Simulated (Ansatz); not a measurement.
ZrO2 (tetragonal-ZrO2 type, space group P4_2/nmc)

```xyz
6
Lattice="3.6208 0.0000 0.0000 0.0000 3.6208 0.0000 0.0000 0.0000 5.2843" Properties=species:S:1:pos:R:3 pbc="T T T"
Zr     0.0000     0.0000     0.0000
Zr     1.8104     1.8104     2.6421
O      0.0000     1.8104     1.0173
O      0.0000     1.8104     3.6594
O      1.8104     0.0000     1.6248
O      1.8104     0.0000     4.2670
```

The volume is varied about the relaxed value V₀ at fixed cell shape. The atoms relax within the cell's symmetry.

Calculation: PBE (plane waves to 420 eV, PAW, scalar-relativistic; Ansatz, a first-principles code). k mesh 9×9×6 (Γ-centred), Fermi-Dirac smearing 0.05 eV. The energy includes the smearing's −TS. Stress and pressure are positive under compression. With the shape held, the modulus is that of even scaling; a crystal free to change shape is softer. The PAW data are Ansatz's earlier set. This is a high-temperature form of ZrO2. ZrO2 is run without spin polarisation. ZrO2 was relaxed with its symmetry unable to fall. ΔE is measured from the relaxed starting cell.

```
V (Å³/atom)  ΔE (meV/atom)
-----------  -------------
9.699                222.9
10.068               132.8
10.438                69.7
10.807                29.0
11.177                 6.8
11.546                 0.0
11.916                 6.0
12.285                22.5
12.655            withheld
13.024                80.4
13.394               118.9
```

### Question
Fit a third-order Birch-Murnaghan form (E₀, V₀, B₀, B₀′ free) to the given rows and predict ΔE at V = 12.655.

### Answer
Least squares on the 10 given rows: ΔE = E₀ + (9V₀B₀/16)·y²·[2 + (B₀′ − 4)y], y = (V₀/V)^(2/3) − 1, with V₀ = 11.547 Å³/atom, B₀ = 172.0 GPa (160.2 GPa = 1 eV/Å³; the term in eV is multiplied by 1000), B₀′ = 4.83, E₀ = 0.04 meV/atom; root-mean-square residual 0.04 meV/atom. At 12.655 the fit gives 47.8 meV/atom; the calculation gives 47.8 meV/atom, the same to the digits shown. For the pressure the fit gives -12.6 GPa against the computed -12.6 GPa.

(Under strain, the slope of the energy per volume gives the stress and its curvature an elastic modulus.)
